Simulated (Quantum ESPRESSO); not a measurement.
**Kohn-Sham bands of Se (P3₁21)**

```
Se
1.0
    4.50482     0.00000     0.00000
   -2.25241     3.90129     0.00000
    0.00000     0.00000     4.97880
Se
3
Direct
  0.21789   0.00000   0.33333
  0.00000   0.21789   0.66667
  0.78211   0.78211   0.00000
```

Materials Project entry mp-14; symmetrised, unrelaxed at this level. COD (Crystallography Open Database) has the formula in 4 space groups, this one among them (matched by group alone). Level: PBEsol, spinors with spin-orbit coupling; pw.x of Quantum ESPRESSO at 69 Ry with PseudoDojo potentials, 6×6×4 k-points, Wannier90. Density: 12×12×6 mesh, cold smearing 0.01 Ry. The cell is built of weakly bound layers, chains or molecules, whose nearest atoms lie 3.56 Å apart. Database cells relaxed without dispersion often hold them too far apart, which can enlarge gaps and weakens couplings between them; spacing and stacking were not compared with the measured crystal.

Energies are relative to the valence-band maximum; weights are on the orthonormalised atomic waves of the pseudopotential files, averaged over the group. 48 electrons a cell are treated as valence.

| bands | from (eV) | to (eV) | filling | weight on atomic waves |
|---|---|---|---|---|
| 1–6 | -48.74 | -48.71 | filled | ___ |
| 7–12 | -48.47 | -48.46 | filled | ___ |
| 13–30 | -47.90 | -47.53 | filled | ___ |
| 31–36 | -15.63 | -9.54 | filled | ___ |
| 37–48 | -5.67 | 0.00 | filled | ___ |
| 49–54 | 1.02 | 3.91 | empty | ___ |

Task: Which atomic shells make up each group?

Result: 
- 1–6, weight on atomic waves: Se 3d 100 %
- 7–12, weight on atomic waves: Se 3d 100 %
- 13–30, weight on atomic waves: Se 3d 100 %
- 31–36, weight on atomic waves: Se 4s 86 %, Se 4p 13 %
- 37–48, weight on atomic waves: Se 4p 95 %, Se 4s 4 %
- 49–54, weight on atomic waves: Se 4p 90 %, Se 4s 4 %

The Kohn-Sham gap over both meshes and the path is 1.02 eV.
